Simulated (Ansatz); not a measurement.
ZrB2 (AlB2 type, space group P6/mmm)

```
ZrB2
1.0
    6.34286     0.00000     0.00000
   -1.58571     2.74654     0.00000
    0.00000     0.00000     3.54132
Zr B
2 4
Direct
  0.00000   0.00000   0.00000
  0.50000   0.00000   0.00000
  0.16667   0.66667   0.50000
  0.66667   0.66667   0.50000
  0.33333   0.33333   0.50000
  0.83333   0.33333   0.50000
```

A phonon eigenvector at M = (0.5, 0.0, 0.0) is frozen into this cell: atom i moves by Q times the vector below, so Q is the largest atomic displacement, in Å. The cell is held. (q is in reciprocal vectors of the primitive cell; the cell shown is doubled to hold the pattern.)

| atom | x | y | z |
|---|---|---|---|
| B3 | 0.866 | 0.500 | 0.000 |
| B4 | -0.866 | -0.500 | 0.000 |
| B5 | 0.866 | 0.500 | 0.000 |
| B6 | -0.866 | -0.500 | 0.000 |

Atoms not listed stay in place.

Level of theory: PBE (plane waves to 420 eV, PAW, scalar-relativistic; Ansatz, a program for electronic structure). k mesh 17×17×13 (Γ-centred), Fermi-Dirac smearing 0.05 eV. E stands for the smeared free energy. With partly filled bands, energies and forces of such displacements shift with the k mesh and the smearing. ZrB2 is run without spin polarisation. ZrB2 was relaxed with its symmetry unable to fall. ΔE is measured from the undisplaced structure. The last digit holds for this mesh only.

```csv
Q (Å),ΔE (meV/cell)
-0.2800,4504.2
-0.2333,2767.6
-0.1867,1598.6
-0.1400,829.2
-0.0933,withheld
-0.0467,83.9
0.0000,0.0
0.0467,83.9
0.0933,withheld
0.1400,829.2
0.1867,1598.6
0.2333,2767.6
0.2800,4504.2
```

**Question.** Fit an even polynomial form (powers 2, 4, 6) to the given rows and predict ΔE at Q = -0.0933.

**Answer.** Least squares on the 11 given rows: ΔE = (38010)·Q² + (208000)·Q⁴ + (510100)·Q⁶, in meV/cell with Q in Å; root-mean-square residual 0.36 meV/cell. At -0.0933 the fit gives 347.0 meV/cell; the calculation gives 347.7 meV/cell, so the interpolation is off by -0.7 (-0.2 %). The quadratic term alone would give 330.9 meV/cell.

(For displaced atoms, the force is minus the slope of the energy, and its curvature is a force constant, which sets phonon frequencies.)
